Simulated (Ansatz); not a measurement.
## Zone-centre phonons of Si7Sn: input and output

All numbers below come from DFT PBE, scalar-relativistic, plane waves, PAW in Ansatz.

Launched with:
```bash
ansatz run input.yaml --threads 4 --pin off --max-ram 12288MiB --backend cpu --events-out ev --progress --plain --runs-dir out
```

Input (bare energies are in eV):
```yaml
crystal:
  lattice:
    - [5.6134318059, 0.0, 0.0]
    - [0.0, 5.6134318059, 0.0]
    - [0.0, 0.0, 5.6134318059]
  atoms:
    - { symbol: Si, position: [0.2619820333, 0.2619820333, 0.2619820333] }
    - { symbol: Si, position: [0.0, 0.5, 0.5] }
    - { symbol: Si, position: [0.5, 0.5, 0.0] }
    - { symbol: Si, position: [0.5, 0.0, 0.5] }
    - { symbol: Si, position: [0.7380179667, 0.2619820333, 0.7380179667] }
    - { symbol: Si, position: [0.7380179667, 0.7380179667, 0.2619820333] }
    - { symbol: Si, position: [0.2619820333, 0.7380179667, 0.7380179667] }
    - { symbol: Sn, position: [0.0, 0.0, 0.0] }
basis:
  ecutwfc: 420
kpoints:
  mp_grid: { grid: [6, 6, 6] }
hamiltonian:
  xc: pbe
scf:
  occupations: { method: gaussian, width: 0.01 }
output:
  eigenvalues: true
phonons:
  method: dfpt
  eigenvectors: true
```

Results section of the output:
```
--- Phonons (Γ-DFPT): 4 representative perturbations + reference, on 112 of 216 k-points (Σ response iterations 12) ---
  k mesh reduced under 1 symmetry operation, with k and −k counted as one. Each operation leaves every solved perturbation unchanged. A smaller set is not used because it would not reduce the number of displacements ...
  ASR residual: 4.074e-5 → 0.000e0 eV/Å²; symmetrization residual: 6.439e-6 eV/Å²
  ASR residual per site (eV/Å²): 7.10e-6 9.36e-6 9.36e-6 9.36e-6 7.10e-6 7.10e-6 7.10e-6 4.07e-5
  Γ frequencies (cm⁻¹): 0.00 0.00 0.00 97.56 97.56 97.56 144.72 144.72 144.72 319.02 319.02 319.02 373.86 373.86 390.82 408.32 408.32 408.32 415.06 415.06 415.06 470.37 470.37 470.37
  non-analytic LO–TO correction: not included (Born effective charges unavailable; polar crystals: no LO–TO splitting at Γ)
```

It took 38 s on 4 threads of Intel(R) Xeon(R) 6975P-C (Granite Rapids), with other jobs on the host, peak memory 2.3 GiB.

The cell was built by swapping an element in a database structure (itself possibly hypothetical) and relaxing; it need not be the stable form of this composition.